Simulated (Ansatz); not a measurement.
One crystal and one scan (frozen-phonon scan) at two levels, r2SCAN (plane waves to 500 eV, PAW, scalar-relativistic; Ansatz, a first-principles code) and PBE (plane waves to 420 eV, PAW, scalar-relativistic; Ansatz), each from its own relaxed cell and on its own mesh. The cell shown is that of r2SCAN.

Starting cell, TaN (rock salt):

```xyz
4
Lattice="0.0000 4.3959 4.3959 2.1980 0.0000 2.1980 2.1980 2.1980 0.0000" Properties=species:S:1:pos:R:3 pbc="T T T"
N      0.0000     0.0000     0.0000
N      2.1980     4.3959     2.1980
Ta     2.1980     2.1980     2.1980
Ta     2.1980     4.3959     4.3959
```

The atoms are displaced by Q × the pattern below (from a DFPT mode at L = (0.5, 0.0, 0.0), largest move 1; Q in Å), at fixed cell. (q is in reciprocal vectors of the primitive cell; the cell shown is doubled to hold the pattern.)

```
atom       x       y       z
----  ------  ------  ------
N1     0.577  -0.577  -0.577
N2    -0.577   0.577   0.577
```

Atoms not listed stay in place.

Spin-orbit coupling is left out, though Ta is heavy. TaN is run without spin polarisation. TaN was relaxed with its symmetry unable to fall. The PAW data are Ansatz's earlier set. This is a high-temperature form of TaN. With partly filled bands, energies and forces of such displacements shift with the k mesh and the smearing. Percentages come from the unrounded values. Both scans cover Q from -0.100 to 0.100 Å.

Results of r2SCAN:

```
Property                                                                                                                                           Value
----------------------------------------------------------------------------------------  --------------------------------------------------------------
Lattice constant a (Å)                                                                                                                             4.396
Energy at Q = 0.100 Å (meV/cell)                                                                                                                     117
Harmonic wavenumber from the curvature (finite differences) (cm⁻¹ (negative: imaginary))                                                             473
Space group of the distorted cell                                                                                     R-3m (No. 166), lowered from Fm-3m
Symmetry of the curve                                                                                                      even: the same for both signs
Shape of the curve                                                                        a single well with its minimum at or next to zero displacement
```

What does PBE give for the same quantities?


```json
[
 {"quantity": "Lattice constant a (Å)", "PBE": "4.416", "r2SCAN − PBE": "-0.020 (-0.5 %)"},
 {"quantity": "Energy at Q = 0.100 Å (meV/cell)", "PBE": "125", "r2SCAN − PBE": "-8 (-7 %)"},
 {"quantity": "Harmonic wavenumber from the curvature (finite differences) (cm⁻¹ (negative: imaginary))", "PBE": "492", "r2SCAN − PBE": "-19 (-3.9 %)"}
]
```

r2SCAN gives the lower value for: lattice constant a; energy at Q = 0.100 Å; harmonic wavenumber from the curvature. Both give the same space group of the distorted cell: R-3m (No. 166), lowered from Fm-3m.

(For displaced atoms, the force is minus the slope of the energy, and its curvature is a force constant, which sets phonon frequencies.)
